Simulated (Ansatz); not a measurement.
Ga2AsP in space group R3m (No. 160; Ga on 3a, Ga on 3a, P on 3a, As on 3a), r²SCAN in the plane-wave PAW code Ansatz. The conduction-band minimum lies at Γ, with 1 equivalent valley. Second derivatives d²E/dk² of the lowest band at one valley (eV·Å²), along Cartesian directions:

| direction | d²E/dk² |
|---|---|
| [100] | 68.95 |
| [010] | 68.95 |
| [001] | 43.64 |
| [110] | 68.95 |
| [101] | 56.44 |
| [011] | 56.40 |

Find the principal effective masses, the density-of-states mass and the conductivity mass.

Off-diagonal terms follow from H_xy = H[110] − (H_xx + H_yy)/2, and m*/mₑ = 7.620 eV·Å² over each eigenvalue: 0.11, 0.11, 0.17. One valley's DOS mass (m₁m₂m₃)^(1/3) = 0.13, conductivity mass 3/(Σ 1/mᵢ) = 0.13 mₑ.

What effective density of states Nc follows at 300 K for parabolic valleys?

Nc = 2.509e19 × 1 × (0.13)^(3/2) ≈ 1.2e18 cm⁻³.

The workflow started from a Materials Project entry (that database holds measured and hypothetical structures alike); the Crystallography Open Database copy checked does not list it. With P and As taken as one species the cell has the higher symmetry F-43m, so it may be an ordered model of a mixed-site phase. Whether it is the stable phase at ambient conditions was not checked. Symmetry was held in the r²SCAN relaxation; its stability against distortions is not shown here. Spin–orbit coupling is left out wherever it is not named.

Potentials: the later of the program's two PAW sets.

Edges and masses are those of Kohn–Sham bands, whose gap is no quasiparticle gap.
